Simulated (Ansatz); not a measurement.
A relaxed structure of AlNi. Space group Pm-3m (No. 221), CsCl type. Method: PBEsol (plane waves to 420 eV, PAW, scalar-relativistic; Ansatz, a quantum-chemistry and plane-wave program).

```xyz
2
Lattice="2.8618 0.0000 0.0000 0.0000 2.8618 0.0000 0.0000 0.0000 2.8618" Properties=species:S:1:pos:R:3 pbc="T T T"
Ni     1.4309     1.4309     1.4309
Al     0.0000     0.0000     0.0000
```

- Volume per atom = 11.72 Å³
- Density = 6.07 g/cm³
- Band gap = zero (metallic)
- Shortest distances = Al–Ni 2.48 Å; Ni–Ni 2.86 Å; Al–Al 2.86 Å
- k-mesh = 16×16×16

No spin polarisation in the result. A magnetic state may lie lower.

Measured for AlNi: a 2.882 Å (static lattice; corrected from measurement; as listed in H. Levämäki et al., Physical Review B (2014)). Computed minus measured — a: PBEsol -0.7 %. The computed values are for a static lattice.

It was reached from a disturbed copy of a Cmcm (No. 63) cell, against which it lies -0.17 eV/atom.
